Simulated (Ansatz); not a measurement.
Cells of relaxed bulk LiPd3 (Pm-3m, 13.88 Å³/atom, gap on the mesh 0.00 eV) whose upper half is shifted onto another sublattice; atoms and the cell's height are relaxed. Energies are the mean of the cell's two boundaries over the bulk on a matched mesh.

Method: DFT PBEsol, scalar-relativistic, plane waves, PAW (Ansatz 0.2.0).

Cutoff 420 eV, Gaussian smearing of 0.10 eV, energies at zero smearing, symmetry of each start kept, no spin polarisation.

```json
{"start": "(110), shift by [0.5, 0.5, 0] of the cube", "atoms": "16", "k mesh": "10×6×3", "boundary energy (mJ/m²)": "137", "boundary energy on a denser mesh (mJ/m²)": "136", "excess width (Å)": "0.05", "gap on the mesh (eV)": "0", "denser mesh": "16×9×6"}
{"start": "(110), shift by [0.5, 0, 0.5] of the cube", "atoms": "16", "k mesh": "10×6×3", "boundary energy (mJ/m²)": "141", "boundary energy on a denser mesh (mJ/m²)": "140", "excess width (Å)": "0.04", "gap on the mesh (eV)": "0", "denser mesh": "16×9×6"}
```

Small energy differences in metals hang on the k mesh (about 10 mJ/m² or 1 to 2 meV/atom on the mesh of the relaxation).

Cost: 2 runs of about 13 core-minutes in all, on Arm Neoverse V2 (shared hosts).